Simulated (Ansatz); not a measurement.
A: Li₂O (anti-fluorite), a = b = c = 4.5727 Å, α = β = γ = 90.00°
B: BeS (zinc blende), a = 4.869 Å, b = 4.869 Å, c = 4.869 Å, α = 90.00°, β = 90.00°, γ = 90.00°
C: KCl (rock salt), a = b = c = 6.292 Å, α = β = γ = 90.00°
D: HgTe (zinc blende), a = 6.5728 Å, b = 6.5728 Å, c = 6.5728 Å, α = 90.00°, β = 90.00°, γ = 90.00°
E: NaI (rock salt), a = 6.460 Å, b = 6.460 Å, c = 6.460 Å, α = 90.00°, β = 90.00°, γ = 90.00°

Scan: energy over volume and axial ratio (atoms clamped). All come from one method, each on a k mesh of its own. All were relaxed with their symmetry unable to fall. At this level the bands of HgTe touch or barely overlap. Spin-orbit coupling is left out.

### Question
Order them by shear modulus C′ = (C11 − C12)/2 (fitted) (highest first) at the level r2SCAN (plane waves to 500 eV, PAW, scalar-relativistic; Ansatz, a quantum-chemistry and plane-wave program).

### Answer
A (99 GPa), B (50 GPa), C (20 GPa), E (14 GPa), D (8 GPa)

(A scan under strain: stresses follow from slopes of the energy per volume, elastic moduli from its curvatures.)
